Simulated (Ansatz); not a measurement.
The start is a relaxed Be cell displaced along its unstable phonon at q = (½, 0, 0) of its primitive reciprocal cell (393i cm⁻¹), largest move 0.15 Å. Cell shape, volume and atoms are optimised at zero target pressure with r2SCAN (plane waves to 500 eV, PAW, scalar-relativistic; Ansatz, a program for electronic structure). The first steps use a coarse 8×15×15 k-mesh.

Input geometry:
```
Be
1.0
    4.34406     0.00000     0.00000
    0.00000     2.17203     0.00000
    0.00000     0.00000     2.17203
Be
2
Direct
  0.00000   0.00000   0.93094
  0.50000   0.00000   0.06906
```

| Property | Value |
|---|---|
| Largest initial force | 0.65 eV/Å, on Be1, Be2 (atoms numbered as listed) |
| Volume change | -4.8 %, from 10.25 to 9.76 Å³/atom |
| Shortest distances (start → end) | The closest pairs of elements (up to four, under 3.6 Å), start → end: Be–Be 2.17 → 2.15 Å |
| Optimiser moves | 15 |

Relaxed structure:

Space group P6/mmm (No. 191); a = b = 2.1462 Å, c = 2.4464 Å, α = β = 90.00°, γ = 120.00°

```
atom  site  symmetry       x       y       z
----  ----  --------  ------  ------  ------
Be      1a     6/mmm  0.0000  0.0000  0.0000
```

Final values are on a 25×25×19 k-mesh of the relaxed cell. No spin polarisation in the result.

The run could not lose the symmetry of its start: the end is stationary, and may be a saddle point rather than a minimum.

The relaxed structure here is a generated cell of Be: the first start was made by placing the elements on the sites of a structure type, and the end was not matched to a known phase here, so it may be hypothetical. Known forms of Be include space group No. 194.
